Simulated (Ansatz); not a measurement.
With PBE (plane waves, PAW; program Ansatz), SiGeC2 in the tetragonal phase (P-4m2; Ge on 1c, Si on 1a, C on 2g) relaxes to a = 3.178 Å, c = 4.487 Å. Ge has 4 nearest neighbours from 1.98 Å (tetrahedral); Si has 4 nearest neighbours from 1.91 Å (tetrahedral); C has 4 nearest neighbours from 1.91 Å (tetrahedral). Its formation energy from the elements is 0.13 eV/atom, with no fitted shifts.

The Kohn–Sham gap is 1.50 eV (indirect). The valence maximum lies at Γ and the conduction minimum at M. Gap from PBE with spin–orbit coupling: 1.48 eV.

The bulk modulus is 192 GPa.

The start of the workflow was typed in or built on a structure type; neither database checked (COD, Materials Project) lists it. Its standing as an ambient phase is unchecked. The cell was relaxed with PBE under the symmetry of its start; its stability against distortions is not shown here. The references are the lowest solids computed at this level, not always the standard phases. Spin–orbit coupling is left out wherever it is not named.

Potentials: the later of the program's two PAW sets.
